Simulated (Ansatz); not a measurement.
Data:

SrZrO₃:
```
SrZrO3
1.0
    4.31459     0.00000     0.00000
    0.00000     4.31459     0.00000
    0.00000     0.00000     4.31459
Sr Zr O
1 1 3
Direct
  0.00000   0.00000   0.00000
  0.50000   0.50000   0.50000
  0.00000   0.00000   0.50000
  0.50000   0.00000   0.00000
  0.00000   0.50000   0.00000
```

This is the PBEsol-relaxed structure.

Task: All from plane-wave PAW PBEsol (Ansatz code), unless another level is named. Give the electronic character.

Result: metallic (no gap).

Task: What about the density of states at the Fermi level?

Result: 1.4 states/eV per atom (mean over ±0.08 eV).

Task: Next, the formation energy from the elements (no fitted shifts)?

Result: -0.71 eV/atom.

Task: Next, the gap with spin–orbit coupling?

Result: none (metallic).

Space group Pm-3m (cubic perovskite). The workflow started from an entry of the Crystallography Open Database (COD), which files this formula under 3 space groups. Its standing as an ambient phase is unchecked. Symmetry was held in the PBEsol relaxation. At this level the phase is mechanically unstable. No spin polarisation was allowed. The volume lies over 15 % above that of the usual cell of this phase: another minimum, or an error of the functional. The references are the lowest solids computed at this level, not always the standard phases (solids in place of the gases). Spin–orbit coupling is left out wherever it is not named.

Potentials: the later of the program's two PAW sets.
